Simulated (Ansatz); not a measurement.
Ni3Sn4:
```
CELL_PARAMETERS angstrom
      6.05669     2.01692     0.00000
     -6.05669     2.01692     0.00000
     -1.37023     0.00000     5.00410
ATOMIC_POSITIONS crystal
  Ni 0.00000 0.00000 0.00000
  Ni 0.78403 0.21597 0.66405
  Ni 0.21597 0.78403 0.33595
  Sn 0.57243 0.42757 0.31295
  Sn 0.42757 0.57243 0.68705
  Sn 0.82877 0.17123 0.18889
  Sn 0.17123 0.82877 0.81111
```

Relaxed with PBEsol. Special points in fractions of this cell's reciprocal vectors: Γ (0.000, 0.000, 0.000); C (0.280, 0.280, 0.000); C2 (-0.280, 0.720, 0.000); Y2 (-0.500, 0.500, 0.000); M2 (-0.500, 0.500, 0.500); D (-0.261, 0.739, 0.500); D2 (0.261, 0.261, 0.500); A (0.000, 0.000, 0.500); L2 (0.000, 0.500, 0.500); V2 (0.000, 0.500, 0.000).

### Question
List the band energies nearest the Fermi level at these points for plane-wave PAW PBEsol with spin–orbit coupling (Ansatz code).

### Answer
In eV from the Fermi level; about four levels below and three above (degenerate sets whole), none deeper than 8.9 eV; points with the same levels are listed once.

```
k                     below                above
--  -----------------------  -------------------
Γ   -0.33 -0.33 -0.21 -0.21  0.54 0.54 0.89 0.89
C   -0.90 -0.90 -0.50 -0.50  0.68 0.68 1.12 1.12
Y2  -1.01 -1.01 -0.68 -0.68  0.30 0.30 0.95 0.95
M2  -1.47 -1.47 -0.96 -0.96  0.55 0.55 0.72 0.72
D   -1.02 -1.02 -0.87 -0.87  0.23 0.23 0.78 0.78
A   -1.04 -1.04 -0.15 -0.15  0.18 0.18 1.09 1.09
L2  -0.44 -0.44 -0.25 -0.25  0.39 0.39 2.65 2.65
V2  -0.94 -0.94 -0.49 -0.49  0.31 0.31 0.98 0.98
```

Space group C2/m. The workflow started from a Materials Project entry (that database holds measured and hypothetical structures alike); the Crystallography Open Database files this formula in space group No. 12, but the cells were not matched. Its standing as an ambient phase is unchecked. Symmetry was held in the PBEsol relaxation; of distortions, only those at the zone centre were tested. No spin polarisation was allowed.

Potentials: the later of the program's two PAW sets.
